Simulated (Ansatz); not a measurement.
BaGaHO₂ in space group P4/mmm (No. 123; Ba on 1d, Ga on 1a, O on 2f, H on 1b), r²SCAN (plane waves, PAW; program Ansatz). The conduction-band minimum lies at Z, with 1 equivalent valley. Second derivatives d²E/dk² of the lowest band at one valley (eV·Å²), along Cartesian directions:

| direction | d²E/dk² |
|---|---|
| [100] | 36.70 |
| [010] | 36.70 |
| [001] | 57.04 |
| [110] | 36.69 |
| [101] | 46.87 |
| [011] | 46.87 |

Find the principal effective masses, the density-of-states mass and the conductivity mass.

Off-diagonal terms follow from H_xy = H[110] − (H_xx + H_yy)/2, and m*/mₑ = 7.620 eV·Å² over each eigenvalue: 0.13, 0.21, 0.21. One valley's DOS mass (m₁m₂m₃)^(1/3) = 0.18, conductivity mass 3/(Σ 1/mᵢ) = 0.18 mₑ.

What effective density of states Nc follows at 300 K for parabolic valleys?

Nc = 2.509e19 × 1 × (0.18)^(3/2) ≈ 1.9e18 cm⁻³.

The start of the workflow was typed in or built on a structure type; neither database checked (COD, Materials Project) lists it. Whether it is the stable phase at ambient conditions was not checked. The cell was relaxed with r²SCAN under the symmetry of its start; its stability against distortions is not shown here. Scalar-relativistic: spin–orbit coupling is off unless named, which matters more the heavier the elements.

Potentials: the earlier of the program's two PAW sets.

Edges and masses are those of Kohn–Sham bands, whose gap is no quasiparticle gap.
